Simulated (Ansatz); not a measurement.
All numbers below come from DFT PBE, scalar-relativistic, plane waves, PAW in Ansatz. All cells share a 420 eV cutoff and Γ-centred k meshes spaced at most about 0.3 Å⁻¹ (about 0.25 or finer for metals, 2π included). Collinear spin in cells that started with moments and kept them past the coarse steps, no spin elsewhere.

All energies are static (0 K, no zero-point motion).

Compare these two cells of ScCdC₄N₄, each relaxed at this level.

1. (site moments Sc 0.4 μB) Space group P-43m (No. 215), cubic, a = 6.506 Å. Sc has 4 C at 2.28 Å; Cd is surrounded by 4 N at 2.19 Å; C has 1 N at 1.17 Å and 1 Sc at 2.28 Å; N has 1 C at 1.17 Å and 1 Cd at 2.19 Å.

2. (site moments Sc 0.4 μB) Space group P-43m (No. 215), cubic, a = 6.398 Å. Sc is surrounded by 4 N at 2.14 Å; Cd is surrounded by 4 C at 2.23 Å; around C lie 1 N at 1.17 Å and 1 Cd at 2.23 Å; N has 1 C at 1.17 Å and 1 Sc at 2.14 Å.

Question: Which placement of the atoms is lower in energy, and by how much?

Answer: Cell 2 is lower, by 120 meV/atom. The two share one framework of sites and differ in which element sits where. Cell 1 has space group P-43m (No. 215), 27.5 Å³/atom and no gap on its mesh; cell 2 has space group P-43m (No. 215), 26.2 Å³/atom and no gap. The shortest distance is 1.17 Å (C–N) in cell 1 and 1.17 Å (C–N) in cell 2. The denser one is the lower, and pressure would at first widen the difference. Even the lower one lies +0.14 eV/atom against the reference forms of the elements (uncorrected), a margin that errors in the energy of the gaseous reference can exceed. Both come from invented guesses.

Another magnetic order may lie lower. Cells relaxed within their symmetry can be saddle points.
